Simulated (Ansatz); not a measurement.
Ti3GeC2 in space group P6_3/mmc (No. 194; Ti on 4f, Ti on 2a, Ge on 2b, C on 4f) at seven volumes, DFT-r²SCAN in the program Ansatz with PAW potentials, shape and atoms relaxed at each. One row is withheld.

```csv
V (Å³/atom),P (GPa)
11.161,21.71
11.529,13.29
11.897,6.11
12.265,0.00
12.633,-5.19
13.001,?
13.369,-13.27
```

Q: Fit the shown pressures and predict the withheld one.

A: Third-order Birch–Murnaghan: P = (3/2)B₀(x^(7/2) − x^(5/2))[1 + (3/4)(B′ − 4)(x − 1)] with x = (V₀/V)^(2/3). Least squares on the six rows gives V₀ = 12.266 Å³/atom, B₀ = 186.6 GPa, B′ = 4.44. At V = 13.001, x = 0.9619 and P = -9.55 GPa. The run itself gave -9.58 GPa.

The first step of the workflow began from a Materials Project structure, measured or hypothetical; the Crystallography Open Database copy checked does not list it. Whether it is the stable phase at ambient conditions was not checked. The cell was relaxed with r²SCAN under the symmetry of its start; its stability against distortions is not shown here. No spin polarisation was allowed.

Potentials: the later of the program's two PAW sets.
